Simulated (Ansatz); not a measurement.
Relaxed-ion elastic tensor of YPd₃ (Cu3Au type, Pm-3m) in GPa (Voigt order), LDA in the plane-wave PAW code Ansatz; density 10.46 g/cm³, 16.19 Å³ per atom.

|  | 1 | 2 | 3 | 4 | 5 | 6 |
|---|---|---|---|---|---|---|
| 1 | 223 | 132 | 132 | 0.0 | 0.0 | 0.0 |
| 2 | 132 | 223 | 132 | 0.0 | 0.0 | 0.0 |
| 3 | 132 | 132 | 223 | 0.0 | 0.0 | 0.0 |
| 4 | 0.0 | 0.0 | 0.0 | 85.3 | 0.0 | 0.0 |
| 5 | 0.0 | 0.0 | 0.0 | 0.0 | 85.3 | 0.0 |
| 6 | 0.0 | 0.0 | 0.0 | 0.0 | 0.0 | 85.3 |

Task: Is the crystal mechanically stable?

Result: Yes: the smallest eigenvalue of C is 85.3 GPa.

Task: Work out the Voigt, Reuss and Hill averages.

Result: K_V = 162, K_R = 162, K_H = 162; G_V = 69.6, G_R = 63.5, G_H = 66.5 GPa.

Task: Give Young's modulus, Poisson's ratio, Pugh's ratio and the universal anisotropy index.

Result: E = 9KG/(3K + G) = 176 GPa; ν = 0.32; K/G = 2.44 (ductile by the Pugh limit of 1.75); A_U = 5G_V/G_R + K_V/K_R − 6 = 0.48.

Task: Estimate the sound speeds and the Debye temperature.

Result: v_l = √((K + 4G/3)/ρ) = 4900 m/s, v_t = √(G/ρ) = 2520 m/s, mean 2820 m/s; Θ = (h/k)(3n/4πV)^(1/3) v_m = 332 K.

Task: Give the Zener ratio and Young's modulus along [100], [110] and [111].

Result: A = 2C44/(C11 − C12) = 1.86; 1/E = S11 − 2(S11 − S12 − S44/2)Γ with Γ = 0, 1/4, 1/3 gives 126, 184, 218 GPa.

The first step of the workflow began from a Materials Project structure, measured or hypothetical; the Crystallography Open Database files this formula in space group No. 221, but the cells were not matched. Its standing as an ambient phase is unchecked. Symmetry was held in the LDA relaxation; of distortions, only those at the zone centre were tested. The run is not spin-polarised. As this level gives no gap, shear constants depend on the k-mesh and smearing (Fermi–Dirac, 0.1 eV here).

Potentials: the later of the program's two PAW sets.
